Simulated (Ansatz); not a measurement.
Total density of states per atom from PBE (plane waves, PAW; program Ansatz), in 0.25 eV bins, energy from the valence-band maximum:

```
E (eV) | states/eV/atom
    -7.85 |  0.00
    -7.60 |  0.00
    -7.35 |  0.00
    -7.10 | #### 0.21
    -6.85 | ################## 0.97
    -6.60 | ##### 0.28
    -6.35 | ## 0.10
    -6.10 | # 0.04
    -5.85 |  0.00
    -5.60 |  0.00
    -5.35 |  0.00
    -5.10 |  0.00
    -4.85 |  0.00
    -4.60 |  0.00
    -4.35 | # 0.07
    -4.10 | #### 0.23
    -3.85 | ################## 0.96
    -3.60 | ################ 0.87
    -3.35 | ############## 0.77
    -3.10 | ############### 0.84
    -2.85 | ################## 0.99
    -2.60 | ################## 0.98
    -2.35 | ############ 0.65
    -2.10 | ############### 0.81
    -1.85 | ############# 0.74
    -1.60 | ################# 0.90
    -1.35 | ##################### 1.18
    -1.10 | ############################## 1.64
    -0.85 | #################### 1.09
    -0.60 | ############## 0.79
    -0.35 | ############# 0.73
    -0.10 | ### 0.16
     0.15 |  0.00
     0.40 |  0.00
     0.65 |  0.00
     0.90 |  0.00
     1.15 |  0.00
     1.40 |  0.00
     1.65 |  0.00
     1.90 |  0.00
     2.15 |  0.00
     2.40 |  0.00
     2.65 |  0.00
     2.90 |  0.00
     3.15 |  0.01
     3.40 | # 0.07
     3.65 | ##### 0.28
     3.90 | ############## 0.76
     4.15 | ########## 0.56
     4.40 | ############ 0.66
     4.65 | ################# 0.93
     4.90 | ################### 1.02
     5.15 | ################# 0.91
     5.40 | ############# 0.71
     5.65 | ############### 0.83
     5.90 | ############ 0.64
     6.15 | ############# 0.69
     6.40 | ################### 1.04
     6.65 | ######## 0.46
     6.90 |  0.02
     7.15 | # 0.05
     7.40 | ##### 0.25
     7.65 | ####### 0.40
     7.90 | ##### 0.30
```

Q: Which of these materials gives this?
(A) ZnIn2O4, I-4 (In on 2b, In on 2d, Zn on 2a, O on 8g)
(B) VO2, rutile
(C) ZrPbO3, R3c (Pb on 6a, Zr on 6a, O on 18b)
(D) KTaO3, cubic perovskite

A: C, ZrPbO3, R3c (Pb on 6a, Zr on 6a, O on 18b). Top 1 eV of the valence band: O 2p 86 %, Pb 6s 7 %. Bottom 1 eV of the conduction band: Zr 4d 44 %, Pb 6p 38 %, O 2p 9 %, O 2s 5 %. Projections are on Löwdin-orthogonalised atomic valence shells; empty p or d shells of many metals are not among them.

The start of the workflow was typed in or built on a structure type; neither database checked (COD, Materials Project) lists it. COD files the formula under space group No. 38, 55. Whether it is the stable phase at ambient conditions was not checked. Symmetry was held in the PBE relaxation; its stability against distortions is not shown here. The run is not spin-polarised. Spin–orbit coupling is left out wherever it is not named.

Potentials: the earlier of the program's two PAW sets.
